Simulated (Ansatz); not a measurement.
## Sr2CuSO2 (P4/mmm), an elastic constant from a strain scan

All numbers below come from Ansatz, DFT PBE, scalar-relativistic, plane waves, PAW. Settings: plane waves to 420 eV, k-mesh 12×12×8 (Γ-centred), Gaussian smearing 0.15 eV. No spin polarisation. Energies are free energies at this smearing, counted from the undisturbed cell; pressure is positive in compression.

The undisturbed cell (relaxed at this level; it needn't be the usual structure):

```xyz
6
Lattice="3.9018 0.0000 0.0000 0.0000 3.9018 0.0000 0.0000 0.0000 6.8863" Properties=species:S:1:pos:R:3 pbc="T T T"
Sr    0.0000    0.0000    1.7087
Sr    0.0000    0.0000    5.1777
Cu    1.9509    1.9509    0.0000
S     1.9509    1.9509    3.4432
O     0.0000    1.9509    0.0000
O     1.9509    0.0000    0.0000
```

The cell is strained by ε times the Voigt pattern (1, 1, 0, 0, 0, 0) (xx, yy, zz, yz, xz, xy; engineering shear) with fractional coordinates fixed. The cell holds 6 atoms in V0 = 104.84 Å³. The stress column is τ = (1/V0) dE/dε, got from the stress tensor σ (compression positive) at each point as −det(1 + εP) σ : P(1 + εP)⁻¹, with P the pattern as a tensor.

| ε | ΔE (meV/atom) | τ (GPa) |
| --- | --- | --- |
| -0.0400 | ? | ? |
| -0.0200 | 11.360 | -10.919 |
| 0.0000 | 0.000 | 0.173 |
| 0.0100 | 2.876 | 5.022 |
| 0.0300 | 23.338 | 13.482 |

Problem. Which combination of elastic constants does this scan measure, and how large is it?

Solution. For small ε, τ = τ0 + Kε with K = pᵀCp, which for this pattern is C11 + C22 + 2 C12 in the Cartesian frame shown. The parabola through τ at ε = -0.0200, 0 and 0.0100 has slope K = 508 GPa at zero. The energies per cell, E = NΔE, of the same two points give K = 2[E(ε₊)/ε₊ − E(ε₋)/ε₋]/[(ε₊ − ε₋)V0] = 523 GPa, in agreement. These are clamped-ion values.

Problem. Predict the withheld row at ε = -0.0400 from the harmonic law, and compare.

Solution. ΔE = V0(τ0 ε + Kε²/2)/N = 43.578 meV/atom and τ = -20.15 GPa. The calculation gives 49.154 meV/atom and -24.10 GPa: the energy lies 13 % above the harmonic value, as bonds stiffen under compression.

Forces appear on the atoms along this scan, and letting them relax would lower the energy and soften the response. No gap shows at this level, though a semilocal functional can close a small gap that the real compound has; without a gap these slopes depend on the k mesh and the smearing.

Cost: 5 runs of about 5 core-minutes in all, on Arm Neoverse N1 (shared hosts).